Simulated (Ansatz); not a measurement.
An input for the plane-wave PAW code Ansatz:

```yaml
crystal:
  lattice:
    - [0.0, 2.7351411825, 2.7351411825]
    - [2.7351411825, 0.0, 2.7351411825]
    - [2.7351411825, 2.7351411825, 0.0]
  atoms:
    - { symbol: Si, position: [0.5, 0.5, 0.5] }
    - { symbol: Si, position: [0.75, 0.75, 0.75] }
basis:
  ecutwfc: 420
  ecutrho_ratio: 4
kpoints:
  mp_grid: { grid: [14, 14, 14] }
  band_path:
    path:
      - [[0.0, 0.0, 0.0], [0.5, 0.0, 0.5], [0.625, 0.25, 0.625]]
      - [[0.375, 0.375, 0.75], [0.0, 0.0, 0.0], [0.5, 0.5, 0.5], [0.5, 0.25, 0.75], [0.5, 0.0, 0.5]]
    npoints: 14
hamiltonian:
  xc: pbe
scf:
  occupations: { method: gaussian, width: 0.05 }
  n_extra_bands: 9
output:
  forces: true
  stress: true
  eigenvalues: true
  populations: true
  dos: { projected: true, de: 0.02, nscf_kmesh: { grid: [21, 21, 21] } }
  bader: false
```

Problem. Predict the main results.

Solution. Pressure 0.0 GPa, gap on the mesh 0.61 eV (PBE, scalar-relativistic).

What the program printed, in part:

```
scf.n_extra_bands = 9 over 4 filled bands (N_el = 8.0): the run solves 13 bands
Pseudopotentials: kind: paw
Pseudopotential: Si, paw, valence charge 4, recommended cutoff 420 eV (normal), Si.paw.azcp
Crystal: 2 atoms, lattice volume = 40.923 Å³
Basis set: ecut = 420 eV, 821 PW (Γ), exchange–correlation on 54×54×54 points (8 copies of the dense FFT grid, shifted against one another)
Bands: 13, of which v1, the nominal top of the filled ones, is band 4 counted from 1 (3 counted from 0)
Symmetry: 48 space group operations
Space group: Fd-3m (ITA 227), of the structure as read, at distance tolerance 3.4e-5 Å
k-points: 104 of 2744
Initial density: superposition of atomic densities (neutral atoms: chi_scale 0, normalization atom), corrected by the library's trained network
Initial wavefunctions: pseudopotential atomic-orbital guess
Functional: x = pbe(κ = 0.804, μ = 0.21951), c = pbe(β = 0.06672)
```

SCF trace (energy estimate counted from the last row):
| iteration | ΔE (eV) | density residual (eV) |
| --- | --- | --- |
| 1 | 1.8e-04 | 5.45e-4 |
| 2 | 4.5e-05 | 6.31e-5 |
| 3 | 4.0e-06 | 4.58e-6 |
| 4 | 0.000 | 9.03e-8 |
| 5 | 0.000 | 6.71e-11 |
| 6 | 0.000 | 1.17e-11 |

```
SCF 1 converged in 6 iterations: F = -1271.620332 eV  dr2 = 1.17e-11
NSCF: frozen V_eff on 86 k-points
NSCF: frozen V_eff on 286 k-points
SCF converged after 6 iterations
Free energy (F): -1271.620332 eV
E sigma→0 (E₀):  -1271.620332 eV
Fermi energy:    6.306518 eV
--- Forces (eV/Å), atoms counted from 1 ---
  atom   1  Si     0.00000000     0.00000000     0.00000000
  atom   2  Si     0.00000000     0.00000000     0.00000000
--- Stress (GPa, compression-positive) ---
       -0.002169       0.000000       0.000000
        0.000000      -0.002169       0.000000
        0.000000       0.000000      -0.002169
  P = ⅓ Tr σ = -0.0022 GPa (-0.022 kbar)
--- Löwdin populations: 2 sites ---
  site symbol       q [e]
     0     Si      3.9631
     1     Si      3.9631
```

Absolute energies hang on the potentials; compare differences alone.

Semilocal functionals underestimate band gaps, commonly by a third or more.
